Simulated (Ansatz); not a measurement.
Polymorphs of SnO$_{2}$, each relaxed with LDA (plane waves, PAW; program Ansatz):

A: Pbcn
a = 4.703 Å, b = 5.695 Å, c = 5.205 Å, α = β = γ = 90.00°

```tsv
atom	site	symmetry	x	y	z
Sn	4c	.2.	0.0000	0.1673	0.7500
O	8d	1	0.2310	0.1049	0.4224
```

B: anatase (I4_1/amd)
a = 3.9722 Å, b = 3.9722 Å, c = 10.1798 Å, α = 90.00°, β = 90.00°, γ = 90.00°

```csv
atom,site,symmetry,x,y,z
Sn,4a,-4m2,0.0000,0.0000,0.0000
O,8e,2mm.,0.0000,0.0000,0.2030
```

C: rutile (P4_2/mnm)
a = b = 4.723 Å, c = 3.190 Å, α = β = γ = 90.00°

| atom | site | symmetry | x | y | z |
|---|---|---|---|---|---|
| Sn | 2a | m.mm | 0.0000 | 0.0000 | 0.0000 |
| O | 4f | m.2m | 0.3061 | 0.3061 | 0.0000 |

Question: Order them by energy per atom at 0 K (lowest first) at the level LDA.

Answer: C (+0 meV/atom), A (+12 meV/atom), B (+90 meV/atom)

Question: Give each one's gap.

Answer: A 1.50 eV; B 1.73 eV; C 1.16 eV.

Not the usual ambient phase: A; B. All cells were relaxed under the symmetry of their starts (and spin orders); stability against distortions was not tested throughout. Spin–orbit coupling is left out wherever it is not named.

Energies hold the estimated change up to a 700 eV cutoff; steps of a few meV lie near the error of the meshes.

Potentials: the later of the program's two PAW sets.
